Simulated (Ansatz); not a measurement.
Level of theory: DFT PBE, scalar-relativistic, plane waves, PAW in Ansatz 0.2.0. All cells share a 420 eV cutoff and Γ-centred k meshes spaced at most about 0.3 Å⁻¹ (about 0.25 or finer for metals, 2π included). Collinear spin in cells that started with moments and kept them past the coarse steps, no spin elsewhere.

Each of these unrelaxed guesses is relaxed in cell and atoms within its symmetry. A guess keeps its type if space group and coordination stay and the shape of the cell changes little (axis ratios within about 15 %, angles within 6°); the volume may change.

1. ReBPt

Space group P4/nmm:1 (No. 129). a = 3.414 Å, b = 3.414 Å, c = 5.695 Å, α = 90.00°, β = 90.00°, γ = 90.00°
```tsv
atom	site	symmetry	x	y	z
Re	2c	4mm	0.0000	0.5000	0.3685
B	2a	-4m2	0.0000	0.0000	0.0000
Pt	2c	4mm	0.0000	0.5000	0.7533
```

2. LiMoF4 (collinear spin from parallel moments)

Space group P4/mmm (No. 123). a = 3.960 Å, b = 3.960 Å, c = 6.449 Å, α = 90.00°, β = 90.00°, γ = 90.00°
```json
{"atom": "Li", "site": "1d", "symmetry": "4/mmm", "x": "0.5000", "y": "0.5000", "z": "0.5000"}
{"atom": "Mo", "site": "1a", "symmetry": "4/mmm", "x": "0.0000", "y": "0.0000", "z": "0.0000"}
{"atom": "F", "site": "2g", "symmetry": "4mm", "x": "0.0000", "y": "0.0000", "z": "0.6899"}
{"atom": "F", "site": "2f", "symmetry": "mmm.", "x": "0.5000", "y": "0.0000", "z": "0.0000"}
```

3. K2SiB2

Space group P-3m1 (No. 164). a = 5.005 Å, b = 5.005 Å, c = 4.871 Å, α = 90.00°, β = 90.00°, γ = 120.00°
```json
{"atom": "K", "site": "2d", "symmetry": "3m.", "x": "0.3333", "y": "0.6667", "z": "0.2758"}
{"atom": "Si", "site": "1a", "symmetry": "-3m.", "x": "0.0000", "y": "0.0000", "z": "0.0000"}
{"atom": "B", "site": "2c", "symmetry": "3m.", "x": "0.0000", "y": "0.0000", "z": "0.3794"}
```

4. LiRuSe2 (collinear spin from parallel moments)

Space group P-6m2 (No. 187). a = 3.248 Å, b = 3.248 Å, c = 5.829 Å, α = 90.00°, β = 90.00°, γ = 120.00°
| atom | site | symmetry | x | y | z |
| --- | --- | --- | --- | --- | --- |
| Li | 1b | -6m2 | 0.0000 | 0.0000 | 0.5000 |
| Ru | 1e | -6m2 | 0.6667 | 0.3333 | 0.0000 |
| Se | 2h | 3m. | 0.3333 | 0.6667 | 0.2646 |

Task: Which keep their type?

Result: Guesses 2, 3 and 4 keep their type.

```tsv
guess	kept	start group	end group	V start (Å³/atom)	V end	b/a and c/a, end over start	nearest neighbours start	nearest neighbours end
1	no	P4/nmm	P4/nmm	11.1	13.0	1.00, 1.76	B 8, Pt 9, Re 5	B 8, Pt 4, Re 4
2	yes	P4/mmm	P4/mmm	16.9	18.6	1.00, 1.01	F 1/2, Li 8, Mo 6	F 1/2, Li 8, Mo 6
3	yes	P-3m1	P-3m1	21.1	27.4	1.00, 0.98	B 1, K 9, Si 2	B 1, K 9, Si 2
4	yes	P-6m2	P-6m2	13.3	18.8	1.00, 1.08	Li 6, Ru 6, Se 6	Li 6, Ru 6, Se 6
```

Neighbours count within 15 % of an atom's shortest distance; end groups are read at 0.02 Å (0.05 Å in metals).

Weakly bound directions are ill-defined at this level, which has no dispersion term (LiMoF4 P4/mmm). Spin–orbit coupling, which can matter for Pt and Re, is left out. In LiRuSe2 P-6m2 an odd number of electrons in the primitive cell allows no gap without spin; a larger cell or a magnetic state could open one. Another magnetic order may lie lower. Cells relaxed within their symmetry can be saddle points.

In counts of neighbours, a slash parts the counts of unlike sites.
